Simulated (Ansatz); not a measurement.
Question: HfO$_{2}$ in space group Pca2_1 (No. 29; Hf on 4a, O on 4a, O on 4a) is relaxed with the program Ansatz at the LDA level (PAW). What lattice parameters of the conventional cell result?

Answer: a = 5.181 Å, b = 4.976 Å, c = 4.996 Å.

Question: Give the free coordinates with the occupied sites.

Answer: In one choice of origin and axes:

```tsv
atom	site	symmetry	x	y	z
Hf	4a	1	0.0329	0.2680	0.2432
O	4a	1	0.3690	0.0731	0.3789
O	4a	1	0.2355	0.5415	0.4910
```

Question: Is it a metal or does it have a gap at this level?

Answer: A gap of 4.33 eV, indirect.

The LDA relaxation kept the symmetry of its start; phonons on a q-mesh show no instability. The run is not spin-polarised. Scalar-relativistic: spin–orbit coupling is off unless named, which matters more the heavier the elements.

Potentials: the later of the program's two PAW sets.
